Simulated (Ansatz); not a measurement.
With plane-wave PAW PBE (Ansatz code), Cu in the simple cubic structure (Pm-3m) relaxes to a = 2.407 Å. Cu has 6 nearest neighbours from 2.41 Å (octahedral).

Electronic character: metallic (no gap).

The bulk modulus is 102 GPa.

The start of the workflow was typed in or built on a structure type; neither database checked (COD, Materials Project) lists it. It is not the phase usual at ambient conditions (space group No. 225). Symmetry was held in the PBE relaxation; whether a distortion lowers the energy is not shown. No spin polarisation was allowed.

Potentials: the later of the program's two PAW sets.
